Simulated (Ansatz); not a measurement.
E(q) of GdAl (Pm-3m)

```
Gd Al
1.0
     3.62796    0.00000    0.00000
     0.00000    3.62796    0.00000
     0.00000    0.00000    3.62796
Gd Al
1 1
Direct
  0.00000 0.00000 0.00000
  0.50000 0.50000 0.50000
```

Geometry: a structure from the Materials Project; nothing is relaxed.

The runs share LDA, 10×10×10 k mesh, Fermi–Dirac smearing of 0.05 eV. PAW means Ansatz 0.2.0 on its default frozen-core files; LAPW is all-electron LAPW in Ansatz 0.2.0. Site moments are integrated in spheres about the atoms, whose radii differ between the methods. Start moments of the first PAW run (μB): Gd1 7.

Flat spirals without spin–orbit coupling: moments start in the xy plane and turn about z by q·R from cell to cell, and their directions inside a cell are free. q runs from Γ to X = (0.000, 0.500, 0.000) in reciprocal cell vectors. Energies count from each method's run at q = 0. Each q is a vector of the k mesh, and the mesh is shifted by q/2 where needed, so that both spin components are sampled on the same points as at q = 0.

Problem. Where along the line is the energy lowest?

Solution. The lowest point lies at 0.800 of the way, 10.5 meV/cell under q = 0, so a modulated state wins along this line.
| fraction of Γ–X | |q| (1/Å) | ΔF PAW (meV/cell) | ΔF LAPW (meV/cell) | largest moment, PAW (μB) |
| --- | --- | --- | --- | --- |
| 0.000 | 0.000 | 0.0 | 0.0 | 6.96 |
| 0.200 | 0.173 | -1.7 | – | 6.97 |
| 0.400 | 0.346 | -5.7 | -5.7 | 6.98 |
| 0.600 | 0.520 | -9.7 | – | 7.01 |
| 0.800 | 0.693 | -10.5 | -10.3 | 7.02 |
| 1.000 | 0.866 | -9.9 | – | 7.03 |

Problem. The line ends at half a reciprocal vector. Fit ΔF(f) = A₁(1 − cos πf) + A₂(1 − cos 2πf) to the PAW points, leaving out f = 0.600. What does it give?

Solution. A₁ = -5.1 and A₂ = -1.3 meV/cell, with a worst miss of 0.4 meV. At f = 0.600 the fit gives -9.0 meV against the computed -9.7. In a Heisenberg model A₁ and A₂ sum the couplings to the first and second lattice planes normal to q.

Problem. A further pair of PAW runs: cone of 30 degrees at 0.6 of the way from Γ to X (directions held, energy taken at the target), against the same at q = 0. What is the energy difference?

Solution. -2.7 meV/cell, with a largest moment of 6.97 μB.

The PAW files were made with PBE; the program remakes their cores once for the run's functional and then keeps them frozen. Without U a semilocal functional puts the f levels too near the Fermi level, which can change moments and the order of magnetic states; site and cell moments are spin moments. Spin–orbit coupling is left out although heavy atoms are present. In at least one run the program's final test of stability wasn't made or came to no verdict. With open f shells a run can end in a state that isn't the lowest. The magnetic state is the one that this cell and start allow. It needn't be the compound's measured order, which may need a larger cell or be absent.
